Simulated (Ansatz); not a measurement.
Starting structure of a cell relaxation (symmetry kept):

```cif
data_structure
_symmetry_space_group_name_H-M 'P4/mmm'
_symmetry_Int_Tables_number 123
_cell_length_a 3.9831
_cell_length_b 3.9831
_cell_length_c 3.9298
_cell_angle_alpha 90.000
_cell_angle_beta 90.000
_cell_angle_gamma 90.000
_cell_volume 62.35
loop_
_atom_site_label
_atom_site_type_symbol
_atom_site_symmetry_multiplicity
_atom_site_Wyckoff_symbol
_atom_site_fract_x
_atom_site_fract_y
_atom_site_fract_z
_atom_site_occupancy
Ca1 Ca 1 b 0.00000 0.00000 0.50000 1
Mg1 Mg 1 c 0.50000 0.50000 0.00000 1
```

The calculation used DFT LDA, scalar-relativistic, plane waves, PAW in Ansatz.

Settings: cutoff 420 eV, Γ-centred mesh 10×10×12 on the computed 2-atom cell, Gaussian smearing of 0.10 eV; no spin polarisation.

**Question.** What does it relax to?

**Answer.** The volume decreases by 2.45 Å³/atom to 28.73 Å³/atom, and the energy falls by 16.6 meV/atom. Final structure:
```cif
data_structure
_symmetry_space_group_name_H-M 'P 1'
_symmetry_Int_Tables_number 1
_cell_length_a 3.8737
_cell_length_b 3.8737
_cell_length_c 3.8292
_cell_angle_alpha 90.000
_cell_angle_beta 90.000
_cell_angle_gamma 90.000
_cell_volume 57.46
loop_
_atom_site_label
_atom_site_type_symbol
_atom_site_fract_x
_atom_site_fract_y
_atom_site_fract_z
_atom_site_occupancy
Ca1 Ca 0.00000 0.00000 0.50000 1
Mg1 Mg 0.50000 0.50000 0.00000 1
```

Cost: 1 run of about 0.55 core-minutes, on Arm Neoverse V1 (shared hosts).